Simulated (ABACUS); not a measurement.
Worked example: self-consistent single point of 2 x 2 x 1 supercell of Si2Mo (Si2Mo, 36 atoms in the cell; host: space group no. 180; from Materials Project mp-8938) in ABACUS.

Level of theory: PBEsol, numerical atomic orbitals SZP (confined pseudo-atomic orbitals with Gaussian additions; energy shift 0.01 Ry), PseudoDojo 0.4 standard norm-conserving PBEsol (tails mended) pseudopotentials run with ABACUS.

```yaml
crystal:
  lattice:
    - [9.17094, 0.00000, 0.00000]
    - [-4.58547, 7.94227, 0.00000]
    - [0.00000, 0.00000, 6.57976]
  atoms:
    - { symbol: Si, position: [0.08193, 0.41807, 0.83333] }
    - { symbol: Si, position: [0.08193, 0.91807, 0.83333] }
    - { symbol: Si, position: [0.58193, 0.41807, 0.83333] }
    - { symbol: Si, position: [0.58193, 0.91807, 0.83333] }
    - { symbol: Si, position: [0.16387, 0.08193, 0.16667] }
    - { symbol: Si, position: [0.16387, 0.58193, 0.16667] }
    - { symbol: Si, position: [0.66387, 0.08193, 0.16667] }
    - { symbol: Si, position: [0.66387, 0.58193, 0.16667] }
    - { symbol: Si, position: [0.08193, 0.16387, 0.50000] }
    - { symbol: Si, position: [0.08193, 0.66387, 0.50000] }
    - { symbol: Si, position: [0.58193, 0.16387, 0.50000] }
    - { symbol: Si, position: [0.58193, 0.66387, 0.50000] }
    - { symbol: Si, position: [0.41807, 0.08193, 0.83333] }
    - { symbol: Si, position: [0.41807, 0.58193, 0.83333] }
    - { symbol: Si, position: [0.91807, 0.08193, 0.83333] }
    - { symbol: Si, position: [0.91807, 0.58193, 0.83333] }
    - { symbol: Si, position: [0.33613, 0.41807, 0.16667] }
    - { symbol: Si, position: [0.33613, 0.91807, 0.16667] }
    - { symbol: Si, position: [0.83613, 0.41807, 0.16667] }
    - { symbol: Si, position: [0.83613, 0.91807, 0.16667] }
    - { symbol: Si, position: [0.41807, 0.33613, 0.50000] }
    - { symbol: Si, position: [0.41807, 0.83613, 0.50000] }
    - { symbol: Si, position: [0.91807, 0.33613, 0.50000] }
    - { symbol: Si, position: [0.91807, 0.83613, 0.50000] }
    - { symbol: Mo, position: [0.25000, 0.00000, 0.50000] }
    - { symbol: Mo, position: [0.25000, 0.50000, 0.50000] }
    - { symbol: Mo, position: [0.75000, 0.00000, 0.50000] }
    - { symbol: Mo, position: [0.75000, 0.50000, 0.50000] }
    - { symbol: Mo, position: [0.25000, 0.25000, 0.83333] }
    - { symbol: Mo, position: [0.25000, 0.75000, 0.83333] }
    - { symbol: Mo, position: [0.75000, 0.25000, 0.83333] }
    - { symbol: Mo, position: [0.75000, 0.75000, 0.83333] }
    - { symbol: Mo, position: [0.00000, 0.25000, 0.16667] }
    - { symbol: Mo, position: [0.00000, 0.75000, 0.16667] }
    - { symbol: Mo, position: [0.50000, 0.25000, 0.16667] }
    - { symbol: Mo, position: [0.50000, 0.75000, 0.16667] }
```

Reference input (self-consistent single point, DFT, PBEsol, numerical atomic orbitals DZP (confined pseudo-atomic orbitals with Gaussian additions; energy shift 0.01 Ry), PseudoDojo 0.4 standard norm-conserving PBEsol (tails mended) pseudopotentials): basis = DZP numerical atomic orbitals, energy shift 0.01 Ry; KPT = Gamma 3 3 3 0 0 0; basis_type = lcao; dft_functional = PBESOL; ecutwfc = 100 Ry; smearing_method = gaussian; smearing_sigma = 0.00734986 Ry; potentials = PseudoDojo 0.4 standard norm-conserving PBEsol (tails mended); symmetry = 1; symmetry_prec = 1e-05; ks_solver = genelpa; scf_nmax = 100. This run's input differs from it in these lines:

```diff
@@ -26,4 +26,4 @@
 NUMERICAL_ORBITAL
-Si_pbesol_6.9au_2s2p1d.orb
-Mo_pbesol_8.1au_3s2p2d1f.orb
+Si_pbesol_6.9au_1s1p1d.orb
+Mo_pbesol_8.1au_2s2p1d1f.orb
```

Output, abridged:

```
 SELF-CONSISTENT
 -------------------------------------------

                  longest orb rcut (Bohr) = 8.1
   longest nonlocal projector rcut (Bohr) = 1.94
                     search radius (Bohr) = 20.1

                          real space grid = [ 120, 120, 80 ]

                                 init_chg = atomic

 LCAO ALGORITHM --------------- ION=   1  ELEC=   1--------------------------------

 Density error is 0.0877410862093
 E_KohnSham     -1889.3227478114     -25705.5547312522
 E_Fermi        1.2754782027         17.3537712315

 LCAO ALGORITHM --------------- ION=   1  ELEC=   2--------------------------------

   [... lines left out ...]

   [... 4 blocks of this kind left out ...]

 LCAO ALGORITHM --------------- ION=   1  ELEC=   7--------------------------------

 Density error is 5.228173484e-06
 E_KohnSham     -1890.4685339238     -25721.1439510703
 E_Fermi        1.2235874160         16.6477608587

 LCAO ALGORITHM --------------- ION=   1  ELEC=   8--------------------------------

 Density error is 2.46486688522e-07
 E_KohnSham     -1890.4685339252     -25721.1439510895
 E_KS(sigma->0) -1890.4684001467     -25721.1421309394
 E_entropy(-TS) -0.0002675570        -0.0036403003
 E_Fermi        1.2235845897         16.6477224051
 charge density convergence is achieved
 final etot is -25721.143951 eV
 EFERMI = 16.647722405 eV

 STATE ENERGY(eV) AND OCCUPATIONS    NSPIN == 1
   [... 156 lines left out ...]

 TOTAL-FORCE (eV/Angstrom)
                       Si1         0.1358382075        -0.0784260165         0.0000000000
                       Si2         0.1358385778        -0.0784264492         0.0000000000
                       Si3         0.1358385567        -0.0784264370         0.0000000000
                       Si4         0.1358380180        -0.0784263448         0.0000000000
                       Si5         0.1358385778         0.0784264492         0.0000000000
   [... 27 lines left out ...]
                       Mo9        -0.0000004441         0.0000007692         0.0000000000
   [... lines left out ...]

 TOTAL-STRESS (KBAR)
        41.4441129883         0.0000000000         0.0000000000
         0.0000000000        41.4441027250         0.0000000000
         0.0000000000         0.0000000000        39.8218034486
 TOTAL-PRESSURE: 40.903340 KBAR

 --------------------------------------------
 !FINAL_ETOT_IS -25721.1439510895215790 eV
 --------------------------------------------
```

The run converged in 8 iterations. Against the reference run the free energy goes up by 167 meV/atom, the pressure goes from -0.66 to 4.09 GPa and the largest force goes from 0.050 to 0.157 eV/Å.

The atom-centred basis is finite, which shifts total energies, pressures and forces against plane waves. A single-zeta basis is rough, for pressures and forces above all. This run is one point of a test of settings, so its values need not be converged; read them against the reference run alone. The structure comes from a collection of computed structures, made at another level of theory; the collection holds predicted forms beside known ones. The cell is neutral and was run without spin polarisation; atoms start from ideal sites unless a change or a relaxation is shown. No clean gap shows at this smearing width and mesh (spacing up to 0.32 Å⁻¹); the mesh is coarse for partly filled bands, so the values carry mesh errors.

Cost on one core: very roughly 4 core-minutes.

The atomic orbitals were generated for these runs; they are not ABACUS's published sets and were checked against plane waves on a few crystals only.

“Tails mended”: in these copies of the files the far tail of each local potential was reset to the Coulomb form.
